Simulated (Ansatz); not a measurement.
The end point of a relaxation of K. Level of theory: PBEsol (plane waves to 420 eV, PAW, scalar-relativistic; Ansatz, a quantum-chemistry and plane-wave program).

```
CELL_PARAMETERS angstrom
     -2.60850     2.60850     2.60850
      2.60850    -2.60850     2.60850
      2.60850     2.60850    -2.60850
ATOMIC_POSITIONS crystal
  K  0.00000 0.00000 0.00000
```

Question: Find the space group and the Wyckoff positions (tolerance 0.01 Å).

Answer: Space group Im-3m (No. 229); a = b = c = 5.217 Å, α = β = γ = 90.00°

```csv
atom,site,symmetry,x,y,z
K,2a,m-3m,0.0000,0.0000,0.0000
```

This is the bcc (W type).

Question: Give the shortest distances between elements (the closest pairs, up to four, under 3.6 Å).

Answer: .

The volume per atom comes out as 71.00 Å³ and the band gap is no gap (metallic).

No spin polarisation in the result.

The run could not lose the symmetry of its start.
